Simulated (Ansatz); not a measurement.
YB12 (space group Fm-3m)

```
YB12
1.0
    0.00000     3.72873     3.72873
    3.72873     0.00000     3.72873
    3.72873     3.72873     0.00000
Y B
1 12
Direct
  0.00000   0.00000   0.00000
  0.50000   0.16236   0.50000
  0.50000   0.83764   0.50000
  0.16236   0.50000   0.50000
  0.83764   0.50000   0.50000
  0.16236   0.50000   0.83764
  0.83764   0.50000   0.16236
  0.50000   0.16236   0.83764
  0.50000   0.83764   0.16236
  0.50000   0.50000   0.16236
  0.50000   0.50000   0.83764
  0.83764   0.16236   0.50000
  0.16236   0.83764   0.50000
```

The slice is a {111} plane (indices of the conventional cell) through the point (0.500, 0.838, 0.162) (fractional), spanned by u = [100] and v = [-1 2 0] in vectors of this cell: u (5.27 Å) and v (9.13 Å, at 90° to u). It covers one period; positions are fractions (u, v).

These are PBEsol (plane waves to 420 eV, PAW, scalar-relativistic; Ansatz, a quantum-chemistry and plane-wave program) values and carry that method's errors. k mesh 9×9×9. Inside the PAW spheres the values are not all-electron values, and peaks at nuclei hang on which shells count as valence. YB12 is run without spin polarisation. YB12 was relaxed with its symmetry unable to fall.

### Question
Predict the map of the valence electron density on the slice.

### Answer
```
v \ u  0.00  0.14  0.29  0.43  0.57  0.71  0.86
-----  ----  ----  ----  ----  ----  ----  ----
0.88   -0.1  -0.1  -0.3  -0.8  -0.8  -0.3  -0.1
0.75   -0.5  -0.3  -0.5  -1.1  -1.1  -0.5  -0.3
0.62   -0.2  -0.6  -0.9  -0.7  -0.7  -0.9  -0.6
0.50    0.0  -0.5  -0.6  -0.2  -0.2  -0.6  -0.5
0.38   -0.9  -0.6  -0.2  -0.1  -0.1  -0.2  -0.6
0.25   -1.2  -0.8  -0.3  -0.4  -0.4  -0.3  -0.8
0.12   -0.7  -0.8  -0.9  -0.3  -0.3  -0.9  -0.8
0.00   -0.6  -0.3  -0.7  -0.1  -0.1  -0.7  -0.3
```

Values: log₁₀ of the valence density in e/Å³. The scale is logarithmic, as a density can span decades between atoms and voids.
